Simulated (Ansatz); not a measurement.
## Ga₃Ni₂: do energies and stresses tell the same story?

The calculation used Ansatz 0.2.0, DFT PBEsol, scalar-relativistic, plane waves, PAW.

Plane waves to 420 eV, a k mesh through Γ of 12×12×8 on the computed 5-atom cell and Gaussian smearing (0.10 eV); no spin polarisation.

Relaxed cell: P-3m1, a = 4.010 Å, b = 4.010 Å, c = 4.848 Å, α = 90.00°, β = 90.00°, γ = 120.00°, 5 atoms in the primitive cell. Whether it is the stable form of this composition wasn't checked.

Energies at zero smearing and pressures from the stress tensor, at volumes with shape and atoms relaxed:
```
V (Å³/atom) E − E(first) (meV/atom) P (GPa)
     11.879                     0.00    24.86
     12.284                   -52.47    16.92
     12.689                   -86.54    10.26
     13.094                  -105.20     4.68
     13.499                  -110.92     0.00
     13.904                  -105.80    -3.92
     14.309                   -91.61    -7.19
     14.849                   -61.18   -10.69
```

Task: Check P = −dE/dV between neighbouring volumes, and get the bulk modulus from the pressures alone.

Result: With 1 eV/Å³ = 160.2 GPa:
```csv
middle V (Å³/atom),−ΔE/ΔV (GPa),mean P (GPa)
12.082,20.758,20.892
12.487,13.482,13.592
12.892,7.380,7.471
13.297,2.265,2.340
13.701,-2.026,-1.960
14.106,-5.615,-5.555
14.579,-9.029,-8.942
```

The two differ by 0.13 GPa at most. The mean of two end pressures misses the average over a step by about ΔV² P″/12, up to 0.12 GPa here; with that taken off 0.02 GPa remains. Around V = 13.499 Å³/atom, the two neighbours give B = −V ΔP/ΔV = 13.499 × 8.60 / 0.810 = 143.3 GPa, against B0 = 142.3 GPa from the Birch–Murnaghan fit of the energies.

A ferromagnetic start lost its moments in a first run, so spin was left out; other magnetic orders weren't tried.

Cost: 9 runs of about 25 core-minutes in all, on Arm Neoverse N1 (shared hosts).